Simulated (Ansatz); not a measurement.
The relaxed structure here is a generated cell of TiC: the first start was made by placing the elements on the sites of a structure type, and the end was not matched to a known phase here, so it may be hypothetical. Known forms of TiC include space group No. 225.

A relaxed cell of TiC (P6/mmm (No. 191)), relaxed on a k-mesh at least as fine as the one used below. Computed with PBE (plane waves to 420 eV, PAW, scalar-relativistic; Ansatz, a program for electronic structure). Γ-centred k-mesh 7×7×11 on the run's cell (coarser than for final values), Fermi–Dirac smearing 0.05 eV.

```xyz
6
Lattice="5.3273 0.0000 0.0000 -2.6637 4.6136 0.0000 0.0000 0.0000 2.9704" Properties=species:S:1:pos:R:3 pbc="T T T"
Ti     0.0000     4.6136     0.0000
Ti     1.3318     2.3068     0.0000
Ti     3.9955     2.3068     0.0000
C      0.0000     0.0000     0.0000
C      0.0000     3.0757     1.4852
C      2.6637     1.5379     1.4852
```

The atoms are displaced along an unstable phonon of this cell by (Å):

```tsv
atom	ux	uy	uz
Ti1	0.000	0.001	0.000
Ti2	-0.016	-0.026	0.000
Ti3	0.016	-0.026	0.000
C4	0.000	0.150	0.000
C5	0.000	0.028	0.000
C6	0.000	0.028	0.000
```

Task: What forces (eV/Å) and pressure result?

Result: 
```json
[
 {"atom": "Ti1", "Fx": "0.00", "Fy": "0.02", "Fz": "0.00"},
 {"atom": "Ti2", "Fx": "-0.16", "Fy": "-0.26", "Fz": "0.00"},
 {"atom": "Ti3", "Fx": "0.16", "Fy": "-0.26", "Fz": "0.00"},
 {"atom": "C4", "Fx": "0.00", "Fy": "0.36", "Fz": "0.00"},
 {"atom": "C5", "Fx": "0.00", "Fy": "0.07", "Fz": "0.00"},
 {"atom": "C6", "Fx": "0.00", "Fy": "0.07", "Fz": "0.00"}
]
```

Pressure +0.4 GPa.

The undisplaced cell is probably no minimum: from this displacement the run went on to Amm2 (No. 38), 0.09 eV/atom below it.

No spin polarisation in the result.
